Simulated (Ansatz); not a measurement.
Generalised stacking fault of MgO (rock salt) on the {100} plane. The cell below holds the perfect crystal with the plane normal along z; tilting its third vector by the shift puts one fault into each cell, between planes 2.13 Å apart, at fixed cell height.

```xyz
6
Lattice="3.0084 0.0000 0.0000 0.0000 3.0084 0.0000 1.5042 1.5042 6.3817" Properties=species:S:1:pos:R:3 pbc="T T T"
O      1.2535     1.2535     5.3181
O      1.2535     1.2535     1.0636
O      2.7577     2.7577     3.1908
Mg     2.7577     2.7577     5.3181
Mg     2.7577     2.7577     1.0636
Mg     1.2535     1.2535     3.1908
```

In-plane vectors a = (3.008, 0.000) Å, b = (0.000, 3.008) Å, area 9.05 Å². The shift is x·a + y·b, and the map repeats with period 1 in x and y. The shift is rigid: no atom relaxes. γ = [E(shift) − E(0)] / area.

Method: PBE (plane waves to 420 eV, PAW, scalar-relativistic; Ansatz, a first-principles code). k mesh 9×9×9 (Γ-centred), Fermi-Dirac smearing 0.05 eV. E is the zero-smearing estimate. Faults lie only 6.4 Å apart, and holding the cell height and the atoms raises γ above its relaxed value. MgO was relaxed with its symmetry unable to fall. The PAW data are Ansatz's earlier set. The zero of γ is zero shift.

Predict the γ (meV/Å²) at all points of the grid x = 0.000, 0.167, 0.333, 0.500, 0.667, 0.833 by y = 0.000, 0.167, 0.333, 0.500, 0.667, 0.833.

γ (meV/Å²), with x across and y down:

```tsv
y \ x	0.000	0.167	0.333	0.500	0.667	0.833
0.000	0	45	143	196	143	45
0.167	45	96	206	266	206	96
0.333	143	206	343	418	343	206
0.500	196	266	418	503	418	266
0.667	143	206	343	418	343	206
0.833	45	96	206	266	206	96
```

(The slope of γ gives the shear force per area between the displaced halves; near zero shift its curvature is an elastic stiffness.)
